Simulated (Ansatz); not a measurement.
## Vibrational response of PdPt$_{2}$Se$_{6}$

The calculation used DFT PBE, scalar-relativistic, plane waves, PAW in Ansatz. Cutoff 420 eV, 6×6×8 k-points (Γ-centred), Fermi-Dirac smearing of 0.15 eV. No spin polarisation. Phonons by linear response, acoustic sum rule imposed.

Equilibrium structure at this level:
```yaml
crystal:
  lattice:
    - [6.57242, 0.00000, 0.00000]
    - [-3.28621, 5.69188, 0.00000]
    - [0.00000, 0.00000, 5.14882]
  atoms:
    - { symbol: Pd, position: [0.00000, 0.00000, 0.00000] }
    - { symbol: Pt, position: [0.33333, 0.66667, 0.00000] }
    - { symbol: Pt, position: [0.66667, 0.33333, 0.00000] }
    - { symbol: Se, position: [0.33583, 0.00000, 0.25073] }
    - { symbol: Se, position: [0.00000, 0.33583, 0.25073] }
    - { symbol: Se, position: [0.66417, 0.66417, 0.25073] }
    - { symbol: Se, position: [0.66417, 0.00000, 0.74927] }
    - { symbol: Se, position: [0.33583, 0.33583, 0.74927] }
    - { symbol: Se, position: [0.00000, 0.66417, 0.74927] }
```

The cell was found from a structure generator's guess, not taken from experiment. In a metal, frequencies depend on the k mesh and the smearing, soft modes most. Spin–orbit coupling is left out, which matters for heavy elements. No dispersion correction is applied, so modes and constants that involve weak contacts between layers, chains or molecules come out too soft.

Optical modes at Γ:
```csv
frequency (meV),degeneracy
11.3,1
11.3,1
14.6,2
15.0,2
15.5,2
18.8,2
19.2,2
20.8,1
23.8,2
23.9,1
23.9,1
24.0,1
24.0,1
24.1,2
25.7,2
26.4,1
```

All 24 optical modes at Γ are real: no displacement of atoms at fixed cell lowers the energy to second order. Strains and modes at other wave vectors aren't tested by this run.
